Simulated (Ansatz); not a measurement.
ZnGa2S4:
```cif
data_Ga2S4Zn
_chemical_formula_sum 'Zn1 Ga2 S4'
_space_group_name_H-M_alt 'P 1'
_space_group_IT_number 1
_cell_length_a 6.36574
_cell_length_b 6.36574
_cell_length_c 6.36574
_cell_angle_alpha 131.209
_cell_angle_beta 131.209
_cell_angle_gamma 71.482
loop_
_space_group_symop_operation_xyz
  'x, y, z'
loop_
_atom_site_label
_atom_site_type_symbol
_atom_site_fract_x
_atom_site_fract_y
_atom_site_fract_z
_atom_site_occupancy
Zn1 Zn 0.25000 0.75000 0.50000 1
Ga1 Ga 0.00000 0.00000 0.00000 1
Ga2 Ga 0.75000 0.25000 0.50000 1
S1 S 0.38116 0.37455 0.51955 1
S2 S 0.62545 0.14500 0.00661 1
S3 S 0.85500 0.86161 0.48045 1
S4 S 0.13839 0.61884 0.99339 1
```

Relaxed with PBEsol. The program Ansatz at the PBEsol level (PAW) gives a gap of 2.32 eV.

Question: What gap does HSE06 give on the same cell (Ansatz, PAW)?

Answer: 3.58 eV, 1.26 eV more. The hybrid was solved on a coarser mesh and at special points; the gap given is the minimum over both.

```json
[
 {"k": "Γ", "v1 PBEsol": "0.00", "c1 PBEsol": "2.32", "v1 HSE06": "0.00", "c1 HSE06": "3.58"},
 {"k": "M", "v1 PBEsol": "-0.83", "c1 PBEsol": "3.04", "v1 HSE06": "…", "c1 HSE06": "…"},
 {"k": "X", "v1 PBEsol": "-0.29", "c1 PBEsol": "2.77", "v1 HSE06": "-0.33", "c1 HSE06": "4.04"},
 {"k": "P", "v1 PBEsol": "-0.42", "c1 PBEsol": "3.33", "v1 HSE06": "…", "c1 HSE06": "…"},
 {"k": "N", "v1 PBEsol": "-0.50", "c1 PBEsol": "3.99", "v1 HSE06": "…", "c1 HSE06": "…"},
 {"k": "S0", "v1 PBEsol": "-0.45", "c1 PBEsol": "3.49", "v1 HSE06": "…", "c1 HSE06": "…"},
 {"k": "R", "v1 PBEsol": "-0.51", "c1 PBEsol": "3.07", "v1 HSE06": "-0.56", "c1 HSE06": "4.33"}
]
```

Question: Top valence (v1) and lowest conduction level (c1) in eV from each method's valence maximum (which need not be a listed point): supply the withheld HSE06 values.

Answer: 
- N, v1 HSE06: -0.55
- N, c1 HSE06: 5.29
- P, v1 HSE06: -0.47
- P, c1 HSE06: 4.58
- M, v1 HSE06: -0.90
- M, c1 HSE06: 4.19
- S0, v1 HSE06: -0.49
- S0, c1 HSE06: 4.71

Cost on shared cores: the PBEsol run (SCF on a 8×8×8 mesh, then bands and DOS) around 2.9 core-minutes (rough), the HSE06 run (SCF on 5×5×5, then a few points) about 13 core-minutes (a rough figure); the tasks are unlike.

Space group I-4. The workflow started from a Materials Project entry (that database holds measured and hypothetical structures alike); the Crystallography Open Database copy checked does not list it. Its standing as an ambient phase is unchecked. The PBEsol relaxation kept the symmetry of its start; its stability against distortions is not shown here. Scalar-relativistic: spin–orbit coupling is off unless named, which matters more the heavier the elements.

Potentials: the later of the program's two PAW sets.
